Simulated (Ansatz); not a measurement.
AlN:
```xyz
4
Lattice="3.1048 0.0000 0.0000 -1.5524 2.6888 0.0000 0.0000 0.0000 4.9683" Properties=species:S:1:pos:R:3 pbc="T T T"
Al     1.5524     0.8963     2.4792
Al     0.0000     1.7926     4.9633
N      1.5524     0.8963     4.3771
N      0.0000     1.7926     1.8929
```

Relaxed with HSE06. Special points in fractions of this cell's reciprocal vectors: Γ (0.000, 0.000, 0.000); M (0.500, 0.000, 0.000); K (0.333, 0.333, 0.000); A (0.000, 0.000, 0.500); L (0.500, 0.000, 0.500); H (0.333, 0.333, 0.500).

Problem. List the band energies nearest the valence-band maximum at these points for HSE06 (plane waves, PAW; program Ansatz).

Solution. In eV from the valence-band maximum; about four levels below and three above (degenerate sets whole), none deeper than 8.9 eV; points with the same levels are listed once.

```
k                          below                  above
-  -----------------------------  ---------------------
Γ   -0.97 -0.97 -0.25 -0.25 0.00        5.62 8.20 12.52
M        -3.63 -2.30 -1.89 -0.77         7.17 7.20 9.79
K  -4.09 -4.09 -2.69 -2.59 -2.59  6.34 9.95 11.36 11.36
A        -0.62 -0.62 -0.62 -0.62  8.01 8.01 12.08 12.08
L        -1.62 -1.62 -1.48 -1.48  6.67 6.67 10.83 10.83
H        -4.19 -4.19 -0.87 -0.87    8.91 8.91 9.36 9.36
```

Space group P6_3mc (wurtzite). The cell was relaxed with HSE06 under the symmetry of its start. The hybrid was solved on a coarse mesh, the path and, where they were found, the r²SCAN edge points; its band edges are the extreme levels among these.

Potentials: the earlier of the program's two PAW sets.
